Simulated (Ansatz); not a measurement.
NbAs in space group P6/mmm (No. 191; Nb on 3f, As on 1a, As on 2d) at seven volumes, plane-wave PAW HSE06 (Ansatz code), shape and atoms relaxed at each. One row is withheld.

```
V (Å³/atom)  P (GPa)
-----------  -------
17.417             ?
17.991         10.95
18.565          5.02
19.139          0.00
19.714         -4.18
20.288         -7.56
20.862        -10.51
```

Question: Fit the shown pressures and predict the withheld one.

Answer: P = (3/2)B₀(x^(7/2) − x^(5/2))[1 + (3/4)(B′ − 4)(x − 1)] with x = (V₀/V)^(2/3). Least squares on the six rows gives V₀ = 19.141 Å³/atom, B₀ = 151 GPa, B′ = 5.04. At V = 17.417, x = 1.0649 and P = 18.09 GPa. The run itself gave 17.92 GPa.

A made-up cell: these elements were put on the sites of a structure type; neither database checked (COD, Materials Project) lists it. COD files the formula under space group No. 109, so this cell is another polymorph or a model. Its standing as an ambient phase is unchecked. The cell was relaxed with HSE06 under the symmetry of its start; its stability against distortions is not shown here. No spin polarisation was allowed. The hybrid run found no gap, on a coarse k-mesh.

Potentials: the later of the program's two PAW sets.
